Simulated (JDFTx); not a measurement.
* **surface**: Mg(0001)
* **bulk**: Mg, P6_3/mmc, lattice of mp-153 (not re-optimised)
* **slab**: 4 atoms in 4 planes, 1x1, 7.8 Å between the outermost planes
* **in-plane cell**: 3.172 × 3.172 Å, 8.71 Å²
* **cell height**: 23.7 Å
* **sampling**: 8×8×1 k mesh, Fermi smearing 0.01 Ha, no spin polarisation

Level of theory: PBE, GBRV ultrasoft potentials, plane waves to 20/100 Ha; code: a modified build of JDFTx. Liquid on both sides: SCCS (g09 parameters), water, 1 M NaF; nuclei fixed. 

Charging data:

```csv
U − U_pzc (V),σ (μC/cm²)
-0.42,-5.08
-0.22,-2.82
0.00,0.00
```

A calculation by hand: a check of Lippmann's equation. The grand free energy per area against the neutral slab, Δγ = [F(N) − F(N₀) − μ(N − N₀)]/2A, is taken from the total energies of the same runs.

```
U − U_pzc (V)  Δγ (mJ/m²)
-------------  ----------
-0.42               -11.1
-0.22                -3.2
0.00                  0.0
```

Δγ is largest at zero charge and falls away from it, as dγ/dU = −σ demands. At -0.42 V the computed -11.1 mJ/m² stands beside -10.8 mJ/m² from the constant-capacitance formula.
